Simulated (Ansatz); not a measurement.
Starting structure of a cell relaxation (symmetry kept):

```cif
data_structure
_symmetry_space_group_name_H-M 'P 1'
_symmetry_Int_Tables_number 1
_cell_length_a 4.4366
_cell_length_b 4.4366
_cell_length_c 4.4366
_cell_angle_alpha 34.732
_cell_angle_beta 34.732
_cell_angle_gamma 34.732
_cell_volume 25.30
loop_
_atom_site_label
_atom_site_type_symbol
_atom_site_fract_x
_atom_site_fract_y
_atom_site_fract_z
_atom_site_occupancy
Co1 Co 0.00000 0.00000 0.00000 1
Ir1 Ir 0.50000 0.50000 0.50000 1
```

Method: DFT r2SCAN, scalar-relativistic, plane waves, PAW (Ansatz 0.2.0).

Settings: cutoff 500 eV, Γ-centred mesh 18×18×18 on the computed 2-atom cell, Gaussian smearing of 0.10 eV; collinear spin from starting moments 2.24 0.58 μB.

What does it relax to?

The volume rises by 0.29 Å³/atom to 12.94 Å³/atom, and the energy falls by 5.8 meV/atom. The cell ends with a moment of 2.63 μB (only this magnetic start was tried). Final structure:
```cif
data_structure
_symmetry_space_group_name_H-M 'R-3m:H'
_symmetry_Int_Tables_number 166
_cell_length_a 2.6590
_cell_length_b 2.6590
_cell_length_c 12.6801
_cell_angle_alpha 90.000
_cell_angle_beta 90.000
_cell_angle_gamma 120.000
_cell_volume 77.64
loop_
_atom_site_label
_atom_site_type_symbol
_atom_site_symmetry_multiplicity
_atom_site_Wyckoff_symbol
_atom_site_fract_x
_atom_site_fract_y
_atom_site_fract_z
_atom_site_occupancy
Co1 Co 3 a 0.00000 0.00000 0.00000 1
Ir1 Ir 3 b 0.66667 0.33333 0.83333 1
```

The state reached may not be the lowest one. Spin-orbit coupling is left out, which matters for the bands of heavy elements.

Cost: 1 run of about 13 core-minutes, on Arm Neoverse V1 (shared hosts).